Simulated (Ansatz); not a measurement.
In r²SCAN (plane waves, PAW; program Ansatz), BP in the cubic phase (Pm-3n; B on 6d, P on 6c) relaxes to a = 5.576 Å. Against the elements it lies at -145 meV/atom, with no fitted shifts.

It is gapped at this level: 0.64 eV (indirect). The valence maximum lies at Γ and the conduction minimum on the Γ–X line, 86 % of the way from Γ (6 equivalent valleys). HSE06 on the same cell gives 1.30 eV. Electrons at the band edge weigh 0.33, 0.33, 0.58 mₑ (principal values).

An equation-of-state fit gives a bulk modulus of 127 GPa. The relaxed-ion elastic constants in GPa are C11 = 271, C12 = 55.9, C44 = 94.2. The elastic constants imply a Debye temperature near 867 K. Bader charges are B +0.56, P -0.56 e.

The start of the workflow was typed in or built on a structure type; neither database checked (COD, Materials Project) lists it. It is not the phase usual at ambient conditions (space group No. 216). Symmetry was held in the r²SCAN relaxation; its stability against distortions is not shown here. The references are the lowest solids computed at this level, not always the standard phases.

Potentials: the earlier of the program's two PAW sets. The files were generated under PBE; for other functionals the program regenerates the frozen cores, and for LDA and PBEsol the local potential too.
